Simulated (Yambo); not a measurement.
PbF2 (fluorite, space group Fm-3m, No. 225); a = b = c = 4.183 Å, α = β = γ = 60.00°. With the G0W0 scissor the direct gap on the mesh is 6.07 eV.

Problem. Can the lowest exciton of this BSE run be trusted, and with what binding energy? (Yambo, PBEsol bands; 6×6×6 mesh, 8 valence and 6 conduction bands, static screening with 66 bands and a 4 Ry block, scissor 1.98 eV, Tamm-Dancoff.)

Solution. The two meshes tried agree. These are vertical excitations (zero momentum); the indirect quasiparticle gap, about 5.90 eV, is smaller than the direct one (6.07 eV on the GW mesh). The lowest state lies at 4.59 eV (dark for light along x), the direct quasiparticle gap on this mesh at 6.07 eV. Its binding energy, counted from that gap, is 1.48 eV; it spreads over about 170 k points of the mesh. On a 4×4×4 mesh the same difference is 1.61 eV. The first optically allowed state is at 4.80 eV. The scissor comes from a G0W0 run whose convergence isn't established. 

The standard potential for Pb keeps a d shell in the valence without the s and p states of that shell. In tests on such compounds this moved G0W0 gaps by up to about 0.9 eV, so absolute quasiparticle energies here are unreliable; differences between settings are what counts.

Spin-orbit coupling is included.

Geometry of the Materials Project entry, not relaxed at this level.
